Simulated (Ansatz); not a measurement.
SiO2:
```
SiO2
1.0
    7.04695     6.82719     0.00000
   -7.04695     6.82719     0.00000
   -1.59481     0.00000     7.26644
Si O
12 24
Direct
  0.16445   0.38651   0.91790
  0.83555   0.61349   0.08210
  0.38651   0.16445   0.08210
  0.61349   0.83555   0.91790
  0.15930   0.61590   0.15785
  0.84070   0.38410   0.84215
  0.61590   0.15930   0.84215
  0.38410   0.84070   0.15785
  0.28716   0.48618   0.55203
  0.71284   0.51382   0.44797
  0.48618   0.28716   0.44797
  0.51382   0.71284   0.55203
  0.24551   0.24551   0.00000
  0.75449   0.75449   0.00000
  0.21078   0.49961   0.05229
  0.78922   0.50039   0.94771
  0.49961   0.21078   0.94771
  0.50039   0.78922   0.05229
  0.99800   0.64519   0.09174
  0.00200   0.35481   0.90826
  0.64519   0.99800   0.90826
  0.35481   0.00200   0.09174
  0.75709   0.24291   0.89119
  0.24291   0.75709   0.10881
  0.65087   0.65087   0.50000
  0.34913   0.34913   0.50000
  0.41263   0.58737   0.61672
  0.58737   0.41263   0.38328
  0.43587   0.81291   0.37674
  0.56413   0.18709   0.62326
  0.81291   0.43587   0.62326
  0.18709   0.56413   0.37674
  0.55581   0.80241   0.71496
  0.44419   0.19759   0.28504
  0.80241   0.55581   0.28504
  0.19759   0.44419   0.71496
```

Relaxed with r²SCAN. Independent-particle spectrum: no excitons, no local fields, no scissors shift; 0.1 eV broadening; ε₁ of the summed bands alone.

**Question.** Tabulate the dielectric function from DFT-r²SCAN in the program Ansatz with PAW potentials.

**Answer.** 

```tsv
E (eV)	ε₁ xx	ε₂ xx	ε₁ yy	ε₂ yy	ε₁ zz	ε₂ zz
0.0	1.78	0.00	1.77	0.00	1.77	0.00
0.5	1.78	0.00	1.77	0.00	1.78	0.00
1.0	1.78	0.00	1.78	0.00	1.78	0.00
1.5	1.79	0.00	1.78	0.00	1.79	0.00
2.0	1.80	0.00	1.79	0.00	1.79	0.00
2.5	1.81	0.00	1.80	0.00	1.81	0.00
3.0	1.82	0.00	1.82	0.00	1.82	0.00
3.5	1.84	0.00	1.83	0.00	1.84	0.00
4.0	1.86	0.00	1.86	0.00	1.86	0.00
4.5	1.89	0.00	1.88	0.00	1.89	0.00
5.0	1.92	0.00	1.91	0.00	1.92	0.00
5.5	1.96	0.00	1.95	0.00	1.96	0.00
6.0	2.01	0.00	2.00	0.00	2.01	0.00
6.5	2.07	0.00	2.06	0.00	2.07	0.00
7.0	2.15	0.00	2.14	0.00	2.15	0.00
7.5	2.27	0.01	2.26	0.00	2.27	0.01
8.0	2.46	0.03	2.45	0.03	2.46	0.03
8.5	2.79	0.32	2.76	0.30	2.77	0.30
9.0	2.64	0.56	2.66	0.55	2.65	0.51
9.5	2.73	0.70	2.68	0.66	2.81	0.77
10.0	2.94	0.93	2.97	0.88	2.92	1.00
10.5	2.96	1.63	2.98	1.86	3.04	1.76
11.0	2.09	2.24	1.98	1.97	2.13	2.08
11.5	1.59	1.80	1.56	1.69	1.53	1.68
12.0	1.26	1.42	1.37	1.51	1.47	1.48
```

**Question.** From ε at 8.5 eV (xx: 2.79 + 0.32i), find n, k, the normal reflectivity and the absorption coefficient.

**Answer.** n = 1.67, k = 0.096, R = 6 %, α = 2kE/ħc = 83000 cm⁻¹.

With all bands, ε∞ without local fields is 1.92 (xx), 1.91 (yy), 1.92 (zz).

Space group C2/m. The first step of the workflow began from a Materials Project structure, measured or hypothetical; the Crystallography Open Database files this formula in space group No. 12, but the cells were not matched. It is not the phase usual at ambient conditions (space group No. 92, 152, 154). Symmetry was held in the r²SCAN relaxation; its stability against distortions is not shown here.

Potentials: the earlier of the program's two PAW sets. The files were generated under PBE; for other functionals the program regenerates the frozen cores, and for LDA and PBEsol the local potential too.
